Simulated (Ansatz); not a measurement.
One crystal and one scan (frozen-phonon scan) at two levels, r2SCAN (plane waves to 500 eV, PAW, scalar-relativistic; Ansatz, a quantum-chemistry and plane-wave program) and PBE (plane waves to 420 eV, PAW, scalar-relativistic; Ansatz), each from its own relaxed cell and on its own mesh. The cell shown is that of r2SCAN.

Starting cell, TiAl (CuAu type, space group P4/mmm):

```yaml
crystal:
  lattice:
    - [5.62584, 0.00000, 0.00000]
    - [0.00000, 2.81292, 0.00000]
    - [0.00000, 0.00000, 4.05841]
  atoms:
    - { symbol: Al, position: [0.25000, 0.50000, 0.50000] }
    - { symbol: Al, position: [0.75000, 0.50000, 0.50000] }
    - { symbol: Ti, position: [0.00000, 0.00000, 0.00000] }
    - { symbol: Ti, position: [0.50000, 0.00000, 0.00000] }
```

A phonon eigenvector at X = (0.5, 0.0, 0.0) is frozen into this cell: atom i moves by Q times the vector below, so Q is the largest atomic displacement, in Å. The cell is held. (q is in reciprocal vectors of the primitive cell; the cell shown is doubled to hold the pattern.)

```csv
atom,x,y,z
Al1,0.000,-1.000,0.000
Al2,0.000,1.000,0.000
```

Atoms not listed stay in place.

TiAl is run without spin polarisation. TiAl was relaxed with its symmetry unable to fall. With partly filled bands, energies and forces of such displacements shift with the k mesh and the smearing. Percentages come from the unrounded values. Both scans cover Q from -0.180 to 0.180 Å.

Results of r2SCAN:

| Quantity | Result |
|---|---|
| Lattice constant a (Å) | 2.813 |
| Lattice constant c (Å) | 4.058 |
| Relaxed volume (Å³/atom) | 16.06 |
| Energy at Q = 0.180 Å (meV/cell) | 167 |
| Harmonic wavenumber from the curvature (finite differences) (cm⁻¹ (negative: imaginary)) | 229 |
| Space group of the distorted cell | Pmma (No. 51), lowered from P4/mmm |
| Symmetry of the curve | even: the same for both signs |
| Shape of the curve | a single well with its minimum at or next to zero displacement |

What does PBE give for the same quantities?


```json
[
 {"quantity": "Lattice constant a (Å)", "PBE": "2.824", "r2SCAN − PBE": "-0.011 (-0.4 %)"},
 {"quantity": "Lattice constant c (Å)", "PBE": "4.071", "r2SCAN − PBE": "-0.013 (-0.3 %)"},
 {"quantity": "Relaxed volume (Å³/atom)", "PBE": "16.24", "r2SCAN − PBE": "-0.18 (-1.1 %)"},
 {"quantity": "Energy at Q = 0.180 Å (meV/cell)", "PBE": "151", "r2SCAN − PBE": "+16 (+10 %)"},
 {"quantity": "Harmonic wavenumber from the curvature (finite differences) (cm⁻¹ (negative: imaginary))", "PBE": "218", "r2SCAN − PBE": "+11 (+5 %)"}
]
```

r2SCAN gives the higher value for: energy at Q = 0.180 Å; harmonic wavenumber from the curvature. r2SCAN gives the lower value for: lattice constant a; lattice constant c; relaxed volume. Both give the same space group of the distorted cell: Pmma (No. 51), lowered from P4/mmm.

(A displaced cell: forces are minus the slopes of the energy, force constants its curvatures, and phonons follow from these.)
